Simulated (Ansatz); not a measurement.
NbCo2:
Space group P6₃/mmc (No. 194); a = b = 4.7920 Å, c = 7.8982 Å, α = β = 90.00°, γ = 120.00°

```tsv
atom	site	symmetry	x	y	z
Nb	4f	3m.	0.3333	0.6667	0.0597
Co	2a	-3m.	0.0000	0.0000	0.0000
Co	6h	mm2	0.3382	0.1691	0.2500
```
The run is spin-polarised.

Relaxed at zero pressure with DFT-r²SCAN in the program Ansatz with PAW potentials.

Q: The volume is raised by 3 % and shape and atoms relax at that volume. What pressure results, and how do the axes share the change?

A: -5.5 GPa; a 0.9 %, b 0.9 %, c 1.1 %; the energy rises by 7 meV/atom.

Q: Give the new structure.

A: 
Space group P6₃/mmc (No. 194); a = 4.836 Å, b = 4.836 Å, c = 7.986 Å, α = 90.00°, β = 90.00°, γ = 120.00°

```tsv
atom	site	symmetry	x	y	z
Nb	4f	3m.	0.3333	0.6667	0.0597
Co	2a	-3m.	0.0000	0.0000	0.0000
Co	6h	mm2	0.3378	0.1689	0.2500
```

The phase is kept; no other phase was compared at this pressure.

Space group P6_3/mmc. The workflow started from a Materials Project entry (that database holds measured and hypothetical structures alike); the Crystallography Open Database copy checked does not list it. COD files the formula under space group No. 227. Its standing as an ambient phase is unchecked. The r²SCAN relaxation kept the symmetry of its start; whether a distortion lowers the energy is not shown. Magnetic state: ferromagnetic, chosen from 3 collinear starts compared on coarse meshes (ties went to the first, and starts can fall back to one state), not a proven ground state. Other orbital occupations within this spin state were not tried. Axis ratios of metals converge slowly with the k-mesh, so a and c are less sure than the volume.

Potentials: the later of the program's two PAW sets.
